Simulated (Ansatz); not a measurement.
SiC12:
```cif
data_C12Si
_chemical_formula_sum 'C12 Si1'
_space_group_name_H-M_alt 'P6/mmm'
_space_group_IT_number 191
_space_group_name_Hall '-P 6 2'
_cell_length_a 4.24319
_cell_length_b 4.24319
_cell_length_c 9.14910
_cell_angle_alpha 90.000
_cell_angle_beta 90.000
_cell_angle_gamma 120.000
loop_
_atom_site_label
_atom_site_type_symbol
_atom_site_symmetry_multiplicity
_atom_site_Wyckoff_symbol
_atom_site_fract_x
_atom_site_fract_y
_atom_site_fract_z
_atom_site_occupancy
C1 C 12 n 0.33341 0.33341 0.18828 1
Si1 Si 1 b 0.00000 0.00000 0.50000 1
```

Relaxed at zero pressure with r²SCAN+D4 (plane waves, PAW; program Ansatz).

### Question
The volume is lowered by 9 % and shape and atoms relax at that volume. What pressure results, and how do the axes share the change?

### Answer
3.0 GPa; a -0.2 %, b -0.2 %, c -8.7 %; the energy rises by 8 meV/atom.

### Question
Give the new structure.

### Answer

Space group P6/mmm (No. 191); a = b = 4.236 Å, c = 8.352 Å, α = β = 90.00°, γ = 120.00°

| atom | site | symmetry | x | y | z |
|---|---|---|---|---|---|
| C | 12n | ..m | 0.3335 | 0.3335 | 0.1915 |
| Si | 1b | 6/mmm | 0.0000 | 0.0000 | 0.5000 |

The phase is kept; no other phase was compared at this pressure.

The start of the workflow was typed in or built on a structure type; neither database checked (COD, Materials Project) lists it. Its standing as an ambient phase is unchecked. The r²SCAN+D4 relaxation kept the symmetry of its start. At this level the phase is mechanically unstable. Its formation energy is positive at this level, so the cell may be metastable or incomplete.

Potentials: the earlier of the program's two PAW sets.
